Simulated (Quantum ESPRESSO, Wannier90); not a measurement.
Wannierisation of SnS2 (CdI2 type)

```
SnS2
1.0
    3.67431     0.00000     0.00000
   -1.83716     3.18205     0.00000
    0.00000     0.00000     6.22883
Sn S
1 2
Direct
  0.00000   0.00000   0.00000
  0.33333   0.66667   0.23465
  0.66667   0.33333   0.76535
```

Cell from Materials Project (mp-1170), symmetrised, no further relaxation. COD (Crystallography Open Database) has an entry of this formula and space group (matched by these alone). Computed values, not measurements, from LDA: Quantum ESPRESSO (norm-conserving PseudoDojo potentials, cutoff 58 Ry, no spin polarisation, no spin-orbit coupling) on a Γ-centred 12×12×6 mesh, then Wannier90. Density: 12×12×6 mesh, cold smearing 0.01 Ry. The cell is built of weakly bound layers, chains or molecules, whose nearest atoms lie 3.93 Å apart. Database cells relaxed without dispersion often hold them too far apart, which can enlarge gaps and weakens couplings between them; spacing and stacking were not compared with the measured crystal. Spin-orbit coupling is left out although heavy elements are present.

The plane-wave run has 26 bands and 26 electrons a cell. On the energy scale of pw.x, whose zero is arbitrary, the valence-band maximum lies at 5.38 eV.

Isolated groups of bands, relative to the valence-band maximum (bands from 15 on overlap up to the last one computed):

| bands | from (eV) | to (eV) | filling | weight on atomic waves |
|---|---|---|---|---|
| 1–5 | -20.81 | -20.63 | filled | Sn 4d 99 % |
| 6–7 | -13.55 | -10.87 | filled | S 3s 74 %, Sn 5p 16 %, Sn 5s 7 % |
| 8–13 | -7.15 | 0.00 | filled | S 3p 74 %, Sn 5p 12 %, Sn 5s 8 % |
| 14 | 1.38 | 2.93 | empty | S 3p 55 %, Sn 5s 36 % |

Input w.win, without the blocks of cell, atoms and k-points (864 lines):

```
num_bands = 21
num_wann = 12
exclude_bands = 1-5
num_iter = 1000
conv_tol = 1.0e-6
conv_window = 4
dis_num_iter = 1000
dis_conv_tol = 1.0e-6
dis_froz_max = 12.68
write_hr = true
write_u_matrices = true
begin projections
f=-0.01442,-0.01247,-0.00075: s;p
f=0.32397,-0.34592,0.23020: s;p
f=-0.33381,0.34345,-0.22945: s;p
end projections
mp_grid = 12 12 6
```

wannier90.x stops with:
```
dis_windows: More states in the frozen window than target WFs
```
At some k-point more bands lie below dis_froz_max than there are Wannier functions, and every frozen state has to fit into the subspace. Mended as below, all else unchanged, the run goes through (Ω_I = 14.7 Å²) and follows the plane-wave bands to 0.2 meV rms (states up to 2.4 eV relative to the valence-band maximum).
```
dis_froz_max = 8.26
```
